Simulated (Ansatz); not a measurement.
GeMo2C:
```
GeMo2C
1.0
    3.13266     0.00000     0.00000
   -1.56633     2.71296     0.00000
    0.00000     0.00000    12.64134
Ge Mo C
2 4 2
Direct
  0.66667   0.33333   0.25000
  0.33333   0.66667   0.75000
  0.66667   0.33333   0.91094
  0.33333   0.66667   0.08906
  0.33333   0.66667   0.41094
  0.66667   0.33333   0.58906
  0.00000   0.00000   0.00000
  0.00000   0.00000   0.50000
```

Relaxed with PBE. Special points in fractions of this cell's reciprocal vectors: Γ (0.000, 0.000, 0.000); M (0.500, 0.000, 0.000); K (0.333, 0.333, 0.000); A (0.000, 0.000, 0.500); L (0.500, 0.000, 0.500); H (0.333, 0.333, 0.500).

List the band energies nearest the Fermi level at these points for PBE with spin–orbit coupling in the plane-wave PAW code Ansatz.

In eV from the Fermi level; about four levels below and three above (degenerate sets whole), none deeper than 8.9 eV; points with the same levels are listed once.

```tsv
k	below	above
Γ	-0.46 -0.46 -0.44 -0.44	0.70 0.70 0.71 0.71
M	-3.07 -3.07 -0.65 -0.65	0.40 0.40 0.51 0.51
K	-0.85 -0.85 -0.80 -0.80	0.15 0.15 0.16 0.16
A	-0.62 -0.62 -0.62 -0.62	0.78 0.78 0.78 0.78
L	-0.27 -0.27 -0.27 -0.27	0.60 0.60 0.60 0.60
H	-1.03 -1.03 -0.94 -0.94	0.55 0.55 0.55 0.55
```

Space group P6_3/mmc. The start of the workflow was typed in or built on a structure type; neither database checked (COD, Materials Project) lists it. Its standing as an ambient phase is unchecked. The PBE relaxation kept the symmetry of its start; its stability against distortions is not shown here. The run is not spin-polarised.

Potentials: the later of the program's two PAW sets.
